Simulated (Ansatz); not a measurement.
Ca2CuO3:
```cif
data_Ca4Cu2O6
_chemical_formula_sum 'Ca4 Cu2 O6'
_space_group_name_H-M_alt 'Immm'
_space_group_IT_number 71
_space_group_name_Hall '-I 2 2'
_cell_length_a 3.24804
_cell_length_b 3.78532
_cell_length_c 12.09594
_cell_angle_alpha 90.000
_cell_angle_beta 90.000
_cell_angle_gamma 90.000
loop_
_atom_site_label
_atom_site_type_symbol
_atom_site_symmetry_multiplicity
_atom_site_Wyckoff_symbol
_atom_site_fract_x
_atom_site_fract_y
_atom_site_fract_z
_atom_site_occupancy
Ca1 Ca 4 j 0.50000 0.00000 0.14910 1
Cu1 Cu 2 d 0.00000 0.50000 0.00000 1
O1 O 2 a 0.00000 0.00000 0.00000 1
O2 O 4 j 0.00000 0.50000 0.16008 1
```
(The calculation used a cell of 6 atoms; values per cell refer to that cell.)

Relaxed with r²SCAN.

Task: Which orbitals make up the states near the Fermi level in the program Ansatz at the r²SCAN level (PAW)?

Result: Within 0.5 eV of the Fermi level: Cu 3d 47 %, O 2p 46 %. Projections are on Löwdin-orthogonalised atomic valence shells; empty p or d shells of many metals are not among them.

Task: Tabulate the density of states.

Result: States/eV per cell of 6 atoms, in 0.25 eV bins, energy from the Fermi level.

```tsv
E (eV)	total	O 2p	Cu 3d	Cu 4s
-7.75	0.00	0.00	0.00	0.00
-7.50	0.82	0.52	0.16	0.13
-7.25	1.36	0.86	0.31	0.16
-7.00	0.86	0.57	0.17	0.09
-6.75	0.71	0.49	0.12	0.07
-6.50	0.64	0.47	0.09	0.05
-6.25	0.99	0.70	0.19	0.04
-6.00	1.75	1.17	0.42	0.04
-5.75	4.44	2.79	1.30	0.06
-5.50	7.90	4.80	2.41	0.16
-5.25	5.88	3.73	1.73	0.08
-5.00	3.72	2.28	1.17	0.03
-4.75	3.68	2.12	1.35	0.01
-4.50	3.70	1.95	1.58	0.01
-4.25	5.93	3.58	2.01	0.02
-4.00	6.85	4.33	2.07	0.04
-3.75	7.07	3.58	2.84	0.27
-3.50	3.39	1.93	1.24	0.03
-3.25	5.04	3.14	1.60	0.03
-3.00	5.36	3.51	1.53	0.07
-2.75	7.35	4.93	1.99	0.08
-2.50	8.76	5.01	3.29	0.09
-2.25	7.03	3.79	2.95	0.00
-2.00	8.37	4.45	3.63	0.00
-1.75	2.34	1.35	0.93	0.00
-1.50	0.36	0.10	0.21	0.02
-1.25	0.83	0.23	0.48	0.04
-1.00	0.73	0.24	0.40	0.02
-0.75	0.60	0.23	0.32	0.01
-0.50	0.59	0.24	0.30	0.01
-0.25	0.61	0.27	0.30	0.00
0.00	0.68	0.31	0.32	0.00
0.25	0.83	0.39	0.38	0.00
0.50	1.24	0.60	0.55	0.01
0.75	1.58	0.78	0.68	0.02
1.00	0.00	0.00	0.00	0.00
1.25	0.02	0.00	0.00	0.00
1.50	0.23	0.01	0.00	0.00
1.75	0.26	0.02	0.00	0.00
2.00	0.29	0.02	0.01	0.01
2.25	0.41	0.04	0.01	0.04
2.50	0.66	0.07	0.03	0.09
2.75	0.87	0.10	0.03	0.14
3.00	1.03	0.13	0.04	0.17
3.25	1.47	0.20	0.05	0.26
3.50	1.53	0.20	0.04	0.23
3.75	0.90	0.10	0.02	0.12
4.00	0.76	0.06	0.02	0.09
4.25	0.96	0.07	0.02	0.09
4.50	2.14	0.12	0.02	0.07
4.75	3.31	0.17	0.02	0.08
```

The first step of the workflow began from a Materials Project structure, measured or hypothetical; the Crystallography Open Database files this formula in space group No. 71, but the cells were not matched. Whether it is the stable phase at ambient conditions was not checked. The r²SCAN relaxation kept the symmetry of its start; its stability against distortions is not shown here. The run is not spin-polarised. No Hubbard U is applied. Without spin polarisation and U, an open-shell compound can come out a false metal.

Potentials: the later of the program's two PAW sets.
